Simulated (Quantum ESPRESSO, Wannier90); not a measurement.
## HgS (zinc blende): Wannier90 run

```
begin unit_cell_cart
ang
    0.0000000000    2.9696650000    2.9696650000
    2.9696650000    0.0000000000    2.9696650000
    2.9696650000    2.9696650000    0.0000000000
end unit_cell_cart
begin atoms_frac
Hg   0.0000000000  0.0000000000  0.0000000000
S   -0.2500000000 -0.2500000000 -0.2500000000
end atoms_frac
```

Cell from Materials Project (mp-1123), symmetrised, no further relaxation. COD (Crystallography Open Database) has the formula in 4 space groups, this one among them (matched by group alone). Level: PBEsol, spinors with spin-orbit coupling; pw.x of Quantum ESPRESSO at 53 Ry with PseudoDojo potentials, 8×8×8 k-points, Wannier90. Density: 10×10×10 mesh, Gaussian smearing 0.01 Ry. With spin-orbit coupling a semilocal functional can close or falsely invert a small gap; the band order was not checked against a better method.

A tight-binding model is made by disentanglement and projection with no localisation steps (num_iter = 0), so the 26 orbitals stay atom-like: hydrogen-like Hg: s;p;d; S: s;p, axes along x, y, z; frozen window up to 1.50 eV relative to the Fermi level. It follows pw.x to 1.3 meV rms for states up to 1.0 eV relative to the Fermi level. Matrix elements depend on this choice of orbitals and windows.

Question: What are the on-site energies relative to the Fermi level, and how fast do the hoppings decay?

Answer: 
```tsv
atom	orbitals	energy (eV)
Hg1	s↑ s↓	-0.91
Hg1	pz↑ pz↓ px↑ px↓ py↑ py↓	6.04
Hg1	dz2↑ dz2↓ dx2-y2↑ dx2-y2↓	-6.11
Hg1	dxz↑ dxz↓ dyz↑ dyz↓ dxy↑ dxy↓	-6.20
S2	s↑ s↓	-10.71
S2	pz↑ pz↓ px↑ px↓ py↑ py↓	-0.64
```

```tsv
distance of the centres (Å)	largest modulus (eV)
2–3	1.2
4–5	0.37
5–6	0.026
6–7	0.021
7–8	0.016
8–9	0.0062
9–10	0.0058
10–11	0.0039
11–12	0.0025
12–13	0.0021
```

Effective spin-orbit constants λ of λ L·S, from the same-site elements px↑–py↑ (λ/2) and dx2-y2↑–dxy↑ (λ), where they are among the larger elements: Hg1 d 0.74 eV, Hg1 p 0.88 eV.
